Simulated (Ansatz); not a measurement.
# InSe$_{2}$: two-dimensional strain map

The calculation used Ansatz 0.2.0, DFT PBE, scalar-relativistic, plane waves, PAW. The runs took a 420 eV cutoff, a Γ-centred 12×12×6 mesh and Gaussian smearing (0.15 eV). No spin polarisation. Energies are free energies at this smearing, counted from the undisturbed cell; pressure is positive in compression.

Zero of the scan (relaxed at this level; with this scan's settings it stands at -0.1 GPa; it needn't be the usual structure):

```
CELL_PARAMETERS angstrom
3.88739 0.00000 0.00000
0.00000 3.88739 0.00000
0.00000 0.00000 9.73253
ATOMIC_POSITIONS crystal
In 0.00000 0.50000 0.70359
In 0.50000 0.00000 0.29641
Se 0.00000 0.50000 0.36579
Se 0.50000 0.00000 0.63421
Se 0.00000 0.00000 0.00000
Se 0.50000 0.50000 0.00000
```

The cell is strained by p along both x and y and by q along z, fractional coordinates fixed. Points are written (p, q).

Energy above the undisturbed cell in meV/atom (a dash: not computed):

```
 p \ q  -0.080  -0.040  0.000  0.040  0.080
-0.080   336.0   283.5  254.8  242.7  241.1
-0.040   107.5    70.7   53.8   50.9   57.4
 0.000    29.4     6.6    0.0    4.6   17.0
 0.040    47.9    39.8   42.9   54.3   71.5
 0.080   124.9   132.3  145.5  163.5  185.1
```

Pressure in GPa:

```
 p \ q  -0.080  -0.040  0.000  0.040  0.080
-0.080    25.3    21.6   18.8   16.6   14.9
-0.040    11.7     9.1    7.2    5.8    4.8
 0.000     3.1     1.2   -0.1   -1.0   -1.5
 0.040    -2.3    -3.6   -4.5   -5.0   -5.3
 0.080    -5.5    -6.4   -6.9   -7.2   -7.3
```